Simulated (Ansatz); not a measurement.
A: CaClF (space group P4/nmm), a = b = 3.8667 Å, c = 6.8743 Å, α = β = γ = 90.00°
B: La$_{2}$O$_{3}$ (A-La2O3 type, space group P-3m1), a = b = 3.935 Å, c = 6.126 Å, α = β = 90.00°, γ = 120.00°
C: BN (wurtzite), a = 2.5440 Å, b = 2.5440 Å, c = 4.2077 Å, α = 90.00°, β = 90.00°, γ = 120.00°

Scan: energy over volume and axial ratio (atoms clamped). All come from one method, each on a k mesh of its own. All were relaxed with their symmetry unable to fall. La2O3 is run without spin polarisation.

Problem. Rank these by modulus against c/a change at fixed volume, (3/4V)·∂²E/∂(ln c/a)² (fitted) (lowest first), as r2SCAN (plane waves to 500 eV, PAW, scalar-relativistic; Ansatz, a quantum-chemistry and plane-wave program) gives it.

Solution. A (18 GPa), B (49 GPa), C (501 GPa)

(A scan under strain: stresses follow from slopes of the energy per volume, elastic moduli from its curvatures.)
